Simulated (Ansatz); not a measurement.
MnSe:
```xyz
4
Lattice="4.0696 0.0000 0.0000 0.0000 4.0696 0.0000 0.0000 0.0000 5.5484" Properties=species:S:1:pos:R:3 pbc="T T T"
Mn     0.0000     0.0000     0.0000
Se     0.0000     2.0348     1.3871
Mn     2.0348     2.0348     2.7742
Se     2.0348     0.0000     4.1613
```
Starting moments (μB, in the order of the atoms Mn Se Mn Se): 4.2 0.0 -4.2 0.0.

Relaxed with PBEsol. Special points in fractions of this cell's reciprocal vectors: Γ (0.000, 0.000, 0.000); X (0.000, 0.500, 0.000); M (0.500, 0.500, 0.000); Z (0.000, 0.000, 0.500); R (0.000, 0.500, 0.500); A (0.500, 0.500, 0.500).

Task: List the band energies nearest the valence-band maximum at these points for PBEsol in the plane-wave PAW code Ansatz.

Result: In eV from the valence-band maximum; about four levels below and three above (degenerate sets whole), none deeper than 8.9 eV; points with the same levels are listed once.

| k | below | above |
|---|---|---|
| Γ ↑ | -2.02 -0.86 -0.22 -0.22 | 1.30 1.52 2.01 |
| X ↑ | -1.57 -1.45 -0.96 -0.56 | 1.46 1.76 1.83 |
| M ↑ | -1.83 -1.83 -1.74 -1.19 | 1.06 1.06 1.27 |
| Z ↑ | -2.16 -0.78 0.00 0.00 | 1.51 1.61 2.37 |
| R ↑ | -1.52 -1.28 -0.27 -0.24 | 1.43 1.68 1.85 |
| A ↑ | -2.13 -2.13 -2.12 -1.87 -1.34 | 1.27 1.27 1.62 |

Space group I-4m2. The workflow started from an entry of the Crystallography Open Database (COD); the relaxed space group is not among those it files for this formula. COD files the formula under space group No. 186, 216, 225, so this cell is another polymorph or a model. Its standing as an ambient phase is unchecked. Symmetry was held in the PBEsol relaxation, as lowered by the spin order; of distortions, only those at the zone centre were tested. Magnetic state: antiferromagnetic, chosen from 3 collinear starts compared on coarse meshes (ties went to the first, and starts can fall back to one state), not a proven ground state. No Hubbard U is applied. Point labels and valley counts follow the cell and symmetry of the run, lower than the named group. Spin–orbit coupling is left out wherever it is not named.

Potentials: the later of the program's two PAW sets.
